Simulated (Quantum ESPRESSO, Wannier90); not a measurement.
**Wannier functions of Si2W (I4/mmm)**

```
begin unit_cell_cart
ang
    3.2147300000    0.0000000000    0.0000000000
    0.0000000000    3.2147300000    0.0000000000
   -1.6073650000   -1.6073650000    3.9010300000
end unit_cell_cart
begin atoms_frac
Si   0.3349900000  0.3349900000 -0.3300200000
Si  -0.3349900000 -0.3349900000  0.3300200000
W    0.0000000000  0.0000000000  0.0000000000
end atoms_frac
```

Cell from Materials Project (mp-1620), symmetrised, no further relaxation. COD (Crystallography Open Database) has an entry of this formula and space group (matched by these alone). Computed values, not measurements, from PBEsol: Quantum ESPRESSO (norm-conserving PseudoDojo potentials, cutoff 60 Ry, spinors with spin-orbit coupling) on a Γ-centred 6×6×6 mesh, then Wannier90. Density: 10×10×10 mesh, cold smearing 0.01 Ry.

A tight-binding model is made by disentanglement and projection with no localisation steps (num_iter = 0), so the 34 orbitals stay atom-like: hydrogen-like Si: s;p; W: s;p;d, axes along x, y, z; frozen window up to 1.50 eV relative to the Fermi level. It follows pw.x to 10 meV rms for states up to 1.0 eV relative to the Fermi level. Matrix elements depend on this choice of orbitals and windows.

Task: What are the on-site energies relative to the Fermi level, and how fast do the hoppings decay?

Result: 
```csv
atom,orbitals,energy (eV)
Si1,s↑ s↓,-3.44
Si1,pz↑ pz↓,3.47
Si1,px↑ px↓ py↑ py↓,2.96
Si2,s↑ s↓,-3.44
Si2,pz↑ pz↓,3.47
Si2,px↑ px↓ py↑ py↓,2.96
W3,s↑ s↓,2.43
W3,pz↑ pz↓,8.30
W3,px↑ px↓ py↑ py↓,8.28
W3,dz2↑ dz2↓,0.18
W3,dxz↑ dxz↓ dyz↑ dyz↓,0.16
W3,dx2-y2↑ dx2-y2↓,0.03
W3,dxy↑ dxy↓,0.12
```

```
distance of the centres (Å)  largest modulus (eV)
---------------------------  --------------------
2–3                                           3.9
3–4                                           1.3
4–5                                           1.4
5–6                                          0.49
6–7                                          0.22
7–8                                          0.59
```
